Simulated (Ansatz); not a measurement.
NaSrBr₃ in the cubic perovskite structure, relaxed with r2SCAN in the PAW code Ansatz: the symmetry is Pm-3m (No. 221, cubic); a = 5.928 Å in the conventional setting, 41.66 Å³ an atom. Na is surrounded by 12 Br at 4.19 Å; Sr is surrounded by 6 Br at 2.96 Å; Br is surrounded by 2 Sr at 2.96 Å and 4 Na at 4.19 Å. The cell was then strained (x, y and z are the cube axes), with the atoms relaxed again; stress is positive in compression. Values at 0 K without nuclear motion; spin polarisation is off, and the phase may be a hypothetical one.

- Uniaxial -1.5 % along z, other directions held: r2SCAN's stress changes by +0.75 GPa along the strain and +0.07 GPa across it.
- Epitaxial strain of -1.0 % in the (001) plane: the free normal strain is +0.22 % and the in-plane stress changes by +0.53 GPa.

**Question.** Estimate C₁₁, C₁₂ and the bulk modulus from the uniaxial step.

**Answer.** With compression positive, C₁₁ ≈ −Δσ∥/ε = (-0.75)/(-0.0150) = 50 GPa and C₁₂ ≈ (-0.07)/(-0.0150) = 5 GPa; B = (C₁₁ + 2C₁₂)/3 = 20 GPa. A one-sided step carries third-order terms: it reads high by some per cent.

**Question.** What do the film's normal strain and stress say about the elastic constants?

**Answer.** ε⊥/ε∥ = (+0.0022)/(-0.0100) = -0.22, which linear elasticity sets to −2C₁₂/C₁₁ = -0.19 from the uniaxial step. The biaxial modulus is M = −Δσ/ε∥ = 53 GPa (C₁₁ + C₁₂ − 2C₁₂²/C₁₁ = 54 GPa).

**Question.** How much elastic energy does the film store, with 41.66 Å³ an atom?

**Answer.** u = M ε∥² = −Δσ ε∥ = -0.53 × (-0.0100) = 0.0053 GPa, and 1 GPa Å³ is 6.2415 meV: 1.38 meV an atom. The total energies of the two runs differ by 1.36 meV an atom.
